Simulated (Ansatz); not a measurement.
SiRh in space group P6/mmm (No. 191; Rh on 3f, Si on 1a, Si on 2d) under volume change, plane-wave PAW PBE (Ansatz code), shape and atoms relaxed at each volume.

```json
[
 {"V (Å³/atom)": "14.223", "E − E(relaxed) (meV/atom)": "85.5", "P (GPa)": "21.31"},
 {"V (Å³/atom)": "14.692", "E − E(relaxed) (meV/atom)": "[?]", "P (GPa)": "[?]"},
 {"V (Å³/atom)": "15.161", "E − E(relaxed) (meV/atom)": "[?]", "P (GPa)": "[?]"},
 {"V (Å³/atom)": "15.630", "E − E(relaxed) (meV/atom)": "0.0", "P (GPa)": "0.00"},
 {"V (Å³/atom)": "16.099", "E − E(relaxed) (meV/atom)": "7.5", "P (GPa)": "-4.96"},
 {"V (Å³/atom)": "16.568", "E − E(relaxed) (meV/atom)": "28.3", "P (GPa)": "-9.12"},
 {"V (Å³/atom)": "17.037", "E − E(relaxed) (meV/atom)": "60.2", "P (GPa)": "-12.60"}
]
```

### Question
What belongs in the gaps?

### Answer

- 15.161, E − E(relaxed) (meV/atom): 8.4
- 15.161, P (GPa): 5.91
- 14.692, E − E(relaxed) (meV/atom): 35.7
- 14.692, P (GPa): 12.95

### Question
What does a third-order Birch–Murnaghan fit give for V₀, B₀ and B′?

### Answer
V₀ = 15.63 Å³/atom, B₀ = 180 GPa, B′ = 4.8.

A made-up cell: these elements were put on the sites of a structure type; neither database checked (COD, Materials Project) lists it. COD files the formula under space group No. 14, so this cell is another polymorph or a model. Its standing as an ambient phase is unchecked. The cell was relaxed with PBE under the symmetry of its start; its stability against distortions is not shown here. No spin polarisation was allowed. Spin–orbit coupling is left out wherever it is not named.

Potentials: the later of the program's two PAW sets.
